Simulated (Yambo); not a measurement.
Yambo run on Rb₂RhAgF₆ (space group Fm-3m, No. 225). The wavefunctions are PBEsol (Quantum ESPRESSO, PseudoDojo norm-conserving, 88 Ry, no spin-orbit coupling) ones on a 2×2×2 mesh (48 occupied bands); a = b = c = 6.2540 Å, α = β = γ = 60.00°.

Yambo input:

```
rim_cut
gw0
dyson
el_el_corr
HF_and_locXC
ppa
em1d
RandQpts= 1000000
RandGvec= 1 Ry
EXXRLvcs= 88 Ry
VXCRLvcs= 352 Ry
Chimod= "HARTREE"
% BndsRnXp
 9 | 335 |
%
NGsBlkXp= 7 Ry
% LongDrXp
 1.0 | 1.0 | 1.0 |
%
PPAPntXp= 27.2114 eV
% GbndRnge
 1 | 335 |
%
GTermKind= "BG"
DysSolver= "n"
ExtendOut
% QPkrange
 3 | 3 | 48 | 49 |
%
```

k points by index: 3 = X.

Resulting energies as the program prints them:

```
#    K-point    Band    Eo [eV]    E [eV]    E-Eo [eV]    Vxc [eV]    Vnlxc [eV]    Sc|Eo [eV]    Sc|E [eV]    dSc/dw|Eo [eV]    Re(Z)    Im(Z)
#
    3    48    0.000000    -0.935663    -0.935663    -23.06990    -29.48084    5.202098    5.475277    -7.942418    0.774060    -0.002205
    3    49    1.108614    2.521027    1.412413    -20.11279    -14.46047    -3.889532    -4.239903    -6.749559    0.801253    -0.001472
```
(The two width columns are left out.) Convergence of these settings isn't established.

Geometry of the Materials Project entry, not relaxed at this level.

The structure is a Materials Project entry; no match was found in the copy of COD used, and its stability was not checked.
